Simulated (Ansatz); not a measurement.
Level of theory: Ansatz 0.2.0, DFT PBE, scalar-relativistic, plane waves, PAW. Settings: cutoff 420 eV, Γ-centred meshes spaced at most about 0.3 Å⁻¹, and about 0.25 Å⁻¹ or finer for metals (2π included), Gaussian smearing. No spin polarisation in the final relaxations.

All energies are static (0 K, no zero-point motion). All come from trial cells, and lower structures may exist.

Question: Order these relaxed structures of ZrF by energy, lowest first, with the energy over the lowest of them.
1.

```
Zr F
1.0
     0.00000    2.46241    2.46241
     2.46241    0.00000    2.46241
     2.46241    2.46241    0.00000
Zr F
1 1
Direct
  0.50000 0.50000 0.50000
  0.00000 0.00000 0.00000
```

2.

```
Zr F
1.0
     1.36881   -3.05678    0.00000
     1.36881    3.05678    0.00000
     0.00000    0.00000    3.89041
Zr F
1 1
Cartesian
  1.3688 0.0000 1.9452
  0.0000 0.0000 0.0000
```

3.

```
Zr F
1.0
     3.39462    0.00000    0.00000
     0.00000    3.39462    0.00000
     0.00000    0.00000    5.39959
Zr F
2 2
Direct
  0.00000 0.50000 0.19893
  0.50000 0.00000 0.80107
  0.00000 0.00000 0.50000
  0.50000 0.50000 0.50000
```

4.

```
Zr F
1.0
     1.51109    0.87243    3.82205
    -1.51109    0.87243    3.82205
     0.00000   -1.74486    3.82205
Zr F
1 1
Direct
  0.50000 0.50000 0.50000
  0.00000 0.00000 0.00000
```

Answer: 3 (0 meV/atom), 2 (494 meV/atom), 4 (692 meV/atom), 1 (872 meV/atom). Forms: 3 litharge type, P4/nmm; 2 Cmmm; 4 R-3m; 1 rock salt type, Fm-3m. Counting F atoms around Zr (those within 1.25 times the shortest such distance or 1.15 times the sum of covalent radii): cell 3 has Zr 4; cell 2 has Zr 4; cell 4 has Zr 6; cell 1 has Zr 6.

In Cmmm, R-3m, Fm-3m an odd number of electrons in the primitive cell allows no gap without spin; a larger cell or a magnetic state could open one. Cells relaxed within their symmetry can be saddle points. Some candidate types were left out of the draw beforehand, so a known form may be missing.
